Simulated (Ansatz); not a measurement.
## HfO2 (Fm-3m): gap, valleys and masses

```
CELL_PARAMETERS angstrom
0.00000 2.50054 2.50054
2.50054 0.00000 2.50054
2.50054 2.50054 0.00000
ATOMIC_POSITIONS crystal
Hf 0.00000 0.00000 0.00000
O 0.25000 0.25000 0.25000
O 0.75000 0.75000 0.75000
```

Unless marked otherwise, the numbers come from LDA, all-electron LAPW in Ansatz 0.2.0, scalar-relativistic. k mesh 8×8×8, fixed occupations, basis error target 1 meV/atom. The cell was relaxed by PAW under this functional, which moved its volume by -7 % from the database entry's. This phase needn't be the one found at ambient conditions.

Extrema are searched on a 12×12×12 mesh and refined by Newton steps; masses come from band slopes 0.005 Å⁻¹ away, 1/m* = (1/ħ²) d²E/dk², negative for holes (the finite step makes the lightest masses up to about 3 % heavy). k is in units of the reciprocal vectors.

Task: Where are the band edges, and is the gap direct?

Result: The valence maximum lies at X (0.000, -0.500, -0.500) and the conduction minimum at X (0.000, -0.500, -0.500), so the Kohn-Sham gap of 3.656 eV is direct. A further conduction extremum at Gamma (0.000, 0.000, 0.000) lies 0.102 eV from the edge (1 equivalent point). A further conduction extremum at (0.000, 0.254, -0.254) lies 0.585 eV from the edge (12 equivalent points).

Task: What are the electron masses at the edge?

Result: The principal masses are 0.68, 0.68, 1.09 mₑ. One valley has a density-of-states mass (m₁m₂m₃)^(1/3) = 0.795; 3 valleys give N^(2/3) times that, 1.65; the direction-averaged conductivity mass 3/Σ(1/mᵢ) is 0.777 mₑ.

Task: What are the hole masses at the edge?

Result: The principal masses are 0.28, 2.94, 2.94 mₑ. One valley has a density-of-states mass (m₁m₂m₃)^(1/3) = 1.34; 3 valleys give N^(2/3) times that, 2.79; the direction-averaged conductivity mass 3/Σ(1/mᵢ) is 0.706 mₑ.

Task: Along the Cartesian direction 001 the conduction slope is 0.05606 eV·Å one step out. What is it four steps out, and what does that say?

Result: 0.2239 eV·Å, 3.994 times the first; a parabola would give 4, so the band is nearly parabolic here.

Task: What electronic dielectric constant and refractive index follow from the same bands (independent particles)?

Result: ε∞ = (5.61, 5.61, 5.61), so n ≈ √ε∞ = 2.37 (mean over directions) well under the gap and the normal reflectivity is ((n − 1)/(n + 1))² = 0.165. Local fields, left out here, lower ε∞ by several per cent.

Task: What gap does PAW give in the same cell?

Result: 3.661 eV, 5 meV from the LAPW value.

Task: Cells strained by ±0.5 % (all lengths, zz alone, equal engineering shears γ in yz, zx, xy; ions relaxed) give deformation potentials. How do the edge levels move, in eV per unit strain against the centre of the top valence set?

Result: 

```tsv
point	k	side	bands	level (eV)	d/dlnV	d/dε_zz	d/dγ	split/ε_zz	split/γ
Gamma	0.00 0.00 0.00	valence	3	-0.647	0.53	-3.10	0.00*	13.65	3.32
Gamma	0.00 0.00 0.00	conduction	2	3.757	-1.85	-5.48	0.00*	11.55	0.00
X	0.00 -0.50 -0.50	valence	1	0.000	0.00	0.00	0.00*	–	–
X	0.00 -0.50 -0.50	conduction	1	3.656	-2.27	-5.93	0.00*	–	–
X	-0.50 -0.50 0.00	valence	1	0.000	0.00	-10.90	0.00*	–	–
general	0.00 -0.25 0.25	valence	1	-0.782	0.37	0.65	-1.88	–	–
general	0.00 -0.25 0.25	conduction	1	4.241	-2.50	-9.26	4.61	–	–
general	-0.25 0.25 0.00	valence	1	-0.782	0.37	-11.10	-1.88	–	–
general	-0.25 0.25 0.00	conduction	1	4.241	-2.50	0.13	4.61	–	–
general	-0.25 -0.51 -0.25	valence	1	-0.782	0.37	0.65	1.88	–	–
general	-0.25 -0.51 -0.25	conduction	1	4.241	-2.50	-9.26	-4.61	–	–
general	-0.25 -0.25 -0.51	valence	1	-0.782	0.37	-11.10	1.88	–	–
general	-0.25 -0.25 -0.51	conduction	1	4.241	-2.50	0.13	-4.61	–	–
L	-0.50 0.00 0.00	valence	2	-1.902	1.12	-2.51	0.29	1.13	10.05
L	-0.50 0.00 0.00	conduction	2	4.557	-3.23	-6.86	1.06	4.58	13.66
L	-0.50 -0.50 -0.50	valence	2	-1.902	1.12	-2.51	-0.87	1.13	0.00
L	-0.50 -0.50 -0.50	conduction	2	4.557	-3.23	-6.86	-3.17	4.58	0.00
```

Sets with another level within 0.15 eV are left out, since it mixes in under strain; the reference set stays in any case. Entries marked * vanish by symmetry to first order; what they show is the residue of the finite step. These cells use a basis error target of 0.5 meV/atom.

Caveats: no spin-orbit coupling on heavy atoms; semilocal gaps are low, and what follows the gap (onsets, screening, light masses) shifts with it; the frozen-core PAW files of the compared runs were fitted under PBE, their cores solved anew for this functional.
